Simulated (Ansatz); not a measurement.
Ansatz input file:

```yaml
crystal:
  lattice:
    - [3.9322, 0.0, 0.0]
    - [0.0, 3.9322, 0.0]
    - [0.0, 0.0, 3.9322]
  atoms:
    - { symbol: Ti, position: [0.0, 0.0, 0.0] }
    - { symbol: Zn, position: [0.0, 0.5, 0.5] }
    - { symbol: Zn, position: [0.5, 0.0, 0.5] }
    - { symbol: Zn, position: [0.5, 0.5, 0.0] }
basis:
  ecutwfc: 500
kpoints:
  mp_grid: { grid: [10, 10, 10] }
hamiltonian:
  xc: r2scan
scf:
  occupations: { method: gaussian, width: 0.1 }
output:
  forces: true
  stress: true
  eigenvalues: true
  populations: true
```

Command:
```bash
ansatz run input.yaml --threads 1 --pin off --max-ram 2560MiB --backend cpu --events-out ev --progress --plain --runs-dir out
```

These are results of Ansatz, DFT r2SCAN, scalar-relativistic, plane waves, PAW, not measurements.

From the run's log, abridged (final results; tables in files aren't shown):

```
SCF 1 converged in 9 iterations: F = -12482.239127 eV  dr2 = 1.35e-8
SCF converged after 9 iterations
Free energy (F): -12482.239127 eV
Harris-Foulkes:  -12482.239127 eV  (|F-HF|=5.90e-9)
Internal energy: -12482.219783 eV  (E = F + TS)
E sigma→0 (E₀):  -12482.229455 eV
Entropy (-TS):   -0.019345 eV (-4.836 meV/atom)
Fermi energy:    11.573058 eV
--- Per-component energies (eV) ---
  E_band       = -13.330011
  E_kinetic    = 663.486047
  E_local      = -5333.722025  (includes V_loc(G=0)·N_el)
  E_nonlocal   = 1844.915058
  E_hartree    = 2238.017000
  E_xc         = -467.740107
  E_vxc        = -298.864015  (∫ρ·V_xc dr)
  E_paw        = -6590.945927  (= ΣΔE_a)
  E_vpaw       = -1384.181694  (= ΣTr[D̂ρ^β])
  E_aug_tail   = -0.000036  (compensation charges beyond the density's cutoff)
  E_vtau       = 19.000853  (kinetic-family band-sum trace: ∫τ·v_τ [+ j·A + Jᵃ·Aᵃ] dr)
  E_ewald      = -4835.428480
  E_core_change = -0.801313  (= ΣΔE_core)
  E_smearing   = -0.019345  (= −TS)
--- Forces (eV/Å), atoms counted from 1 ---
  atom   1  Ti     0.00000000     0.00000000     0.00000000
  atom   2  Zn     0.00000000     0.00000000     0.00000000
  atom   3  Zn     0.00000000     0.00000000     0.00000000
  atom   4  Zn     0.00000000     0.00000000     0.00000000
--- Stress (GPa, compression-positive) ---
       -4.242091       0.000000       0.000000
        0.000000      -4.242091       0.000000
        0.000000       0.000000      -4.242091
  P = ⅓ Tr σ = -4.2421 GPa (-42.421 kbar)
--- Band table (eV; the first three rows and the last of 56) ---
  k-point 0: bands = ["-47.6561", "-22.8528", "-22.8528", "-22.8528", "1.9458", "3.7128", "3.8513", "3.8513", "3.8513", "3.8845", "3.8845", "4.5580", "4.5580", "4.5580", "4.8097", "4.8097", "5.0098", "5.0813", "5.0813", "5.0813", "10.8612", "10.8612", "11.7547", "11.7547", "11.7547", "13.1560", "13.1560", "13.1560", "17.2349"]
  k-point 1: bands = ["-47.6560", "-22.8548", "-22.8527", "-22.8527", "2.0535", "3.7360", "3.8627", "3.8716", "3.8716", "3.8980", "3.9152", "4.5478", "4.5609", "4.5609", "4.7939", "4.8105", "4.9951", "5.0416", "5.0416", "5.0813", "10.0673", "10.8882", "11.6810", "11.6810", "12.1476", "13.1551", "13.3214", "13.3214", "17.0646"]
  k-point 2: bands = ["-47.6558", "-22.8600", "-22.8525", "-22.8525", "2.3702", "3.8010", "3.8943", "3.9316", "3.9316", "3.9355", "4.0013", "4.5191", "4.5666", "4.5666", "4.7508", "4.8116", "4.9339", "4.9339", "4.9525", "5.0814", "8.7452", "10.9648", "11.5157", "11.5157", "12.5696", "13.1530", "13.7697", "13.7697", "16.6073"]
  k-point 55: bands = ["-47.6536", "-22.8680", "-22.8680", "-22.8680", "3.7546", "3.7546", "3.7546", "3.8404", "4.3211", "4.3211", "4.3211", "4.5622", "4.5622", "4.5622", "4.6781", "4.6781", "5.0146", "5.0146", "5.0146", "9.1206", "9.1206", "9.1206", "9.1523", "9.9535", "9.9535", "9.9535", "13.6067", "13.6067", "15.6069"]
--- Löwdin populations: 4 sites ---
  site symbol q [e]
     0     Ti     12.4888
     1     Zn     11.2744
     2     Zn     11.2744
     3     Zn     11.2744
  spilling = 0.035164 (of n_electrons = 48.000000)
```

Self-consistency was reached.

It took 15 s on 1 thread of Arm Neoverse V2, with other jobs on the host, peak memory 0.5 GiB.

Spin polarisation was left out, and a magnetic state may lie lower.